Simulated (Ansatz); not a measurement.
NaSrI3 in the cubic perovskite structure, relaxed with r2SCAN in the plane-wave code Ansatz. The symmetry is Pm-3m (No. 221, cubic); a = 6.398 Å in the conventional setting, 52.37 Å³ an atom. Sr is surrounded by 6 I at 3.20 Å; I is surrounded by 2 Sr at 3.20 Å.

The axes x, y and z are those of this cell:
```yaml
crystal:
  lattice:
    - [6.39769, 0.00000, 0.00000]
    - [0.00000, 6.39769, 0.00000]
    - [0.00000, 0.00000, 6.39769]
  atoms:
    - { symbol: Na, position: [0.00000, 0.00000, 0.00000] }
    - { symbol: Sr, position: [0.50000, 0.50000, 0.50000] }
    - { symbol: I, position: [0.50000, 0.50000, 0.00000] }
    - { symbol: I, position: [0.50000, 0.00000, 0.50000] }
    - { symbol: I, position: [0.00000, 0.50000, 0.50000] }
```

Unstrained: With PBE the valence top lies at R and the conduction bottom at Γ, 2.392 eV higher; the smallest vertical gap, at Γ, is 2.670 eV. With r2SCAN the valence top lies at R and the conduction bottom at Γ, 3.097 eV higher; the smallest vertical gap, at Γ, is 3.386 eV. The HSE06 gap is indirect, 3.336 eV (R to Γ), below the direct gap of 3.639 eV at Γ. Meshes: PBE 4×4×4, r2SCAN 4×4×4, HSE06 2×2×2. Strains are changes of length per length. After each strain the atoms were relaxed again with r2SCAN within the symmetry that the strain leaves, so tilts or polar shifts that break it weren't tested; points keep the names that they have in the unstrained zone. The cell comes from a prototype generator: it can be a known phase or a hypothetical one. Spin polarisation is off.

Problem. Apply isotropic +1.5 % on every length. How far does the gap move, against the unstrained cell?

Solution. PBE: the gap goes from 2.392 to 2.386 eV (-0.006 eV). r2SCAN: the gap goes from 3.097 to 3.105 eV (+0.008 eV). HSE06: the gap goes from 3.336 to 3.335 eV (-0.001 eV). The r2SCAN energy rises by 4.4 meV an atom.

Problem. Apply epitaxial +2.0 % in the xy plane, free normal strain -0.46 %. How far does the gap move, against the unstrained cell?

Solution. PBE: the gap goes from 2.392 to 2.377 eV (-0.015 eV). r2SCAN: the gap goes from 3.097 to 3.093 eV (-0.004 eV). HSE06: the gap goes from 3.336 to 3.324 eV (-0.012 eV). The r2SCAN energy rises by 4.5 meV an atom.

Problem. One strain changed the r2SCAN stress by xx -0.80, yy -0.80, zz +0.01 GPa (compression positive) and the gap by -0.018 eV (PBE), -0.005 eV (r2SCAN), -0.014 eV (HSE06). Which kind of strain was it, and roughly how large?

Solution. Epitaxial +2.5 % in the xy plane, free normal strain -0.58 %. The pattern of the stress gives the kind; the size needs the stiffness, so it is an estimate.

Problem. Apply uniaxial +4.0 % along x, other directions held. How far does the gap move, against the unstrained cell?

Solution. PBE: the gap goes from 2.392 to 2.344 eV (-0.048 eV). r2SCAN: the gap goes from 3.097 to 3.060 eV (-0.037 eV). HSE06: the gap goes from 3.336 to 3.291 eV (-0.045 eV). The r2SCAN energy rises by 7.7 meV an atom.

Spin-orbit coupling is left out, which matters wherever the heavy atoms make up the band edges.

The meshes of the hybrids are coarse, so their gaps aren't converged to the digits shown.
